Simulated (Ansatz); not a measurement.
Nb₄CoP:
```xyz
12
Lattice="6.1217 0.0000 0.0000 0.0000 6.1217 0.0000 0.0000 0.0000 4.9986" Properties=species:S:1:pos:R:3 pbc="T T T"
P      3.0609     3.0609     1.2496
P      3.0609     3.0609     3.7489
Co     0.0000     0.0000     1.2496
Co     0.0000     0.0000     3.7489
Nb     0.9664     4.0784     0.0000
Nb     2.0433     0.9664     0.0000
Nb     5.1553     2.0433     0.0000
Nb     4.0784     5.1553     0.0000
Nb     0.9664     2.0433     2.4993
Nb     2.0433     5.1553     2.4993
Nb     5.1553     4.0784     2.4993
Nb     4.0784     0.9664     2.4993
```

Relaxed with r²SCAN. Special points in fractions of this cell's reciprocal vectors: Γ (0.000, 0.000, 0.000); X (0.000, 0.500, 0.000); M (0.500, 0.500, 0.000); Z (0.000, 0.000, 0.500); R (0.000, 0.500, 0.500); A (0.500, 0.500, 0.500).

Q: List the band energies nearest the Fermi level at these points for the program Ansatz at the r²SCAN level (PAW).

A: In eV from the Fermi level; about four levels below and three above (degenerate sets whole), none deeper than 8.9 eV; points with the same levels are listed once.

| k | below | above |
|---|---|---|
| Γ | -0.41 -0.35 -0.35 -0.31 | 0.56 0.62 1.09 |
| X | -0.69 -0.58 -0.43 -0.37 | 0.30 0.57 0.88 |
| M | -0.29 -0.29 -0.14 -0.02 | 0.33 0.33 1.14 |
| Z | -0.70 -0.70 -0.70 -0.70 -0.48 -0.48 | 0.46 0.46 0.52 0.52 |
| R | -0.62 -0.62 -0.07 -0.07 | 0.02 0.02 0.37 0.37 |
| A | -0.28 -0.28 -0.02 -0.02 | 0.02 0.02 0.02 0.02 |

Space group P4/mcc. The workflow started from an entry of the Crystallography Open Database (COD). Whether it is the stable phase at ambient conditions was not checked. The cell was relaxed with r²SCAN under the symmetry of its start; whether a distortion lowers the energy is not shown. The workflow began spin-polarised and lost its moments. Spin–orbit coupling is left out wherever it is not named.

Potentials: the later of the program's two PAW sets.
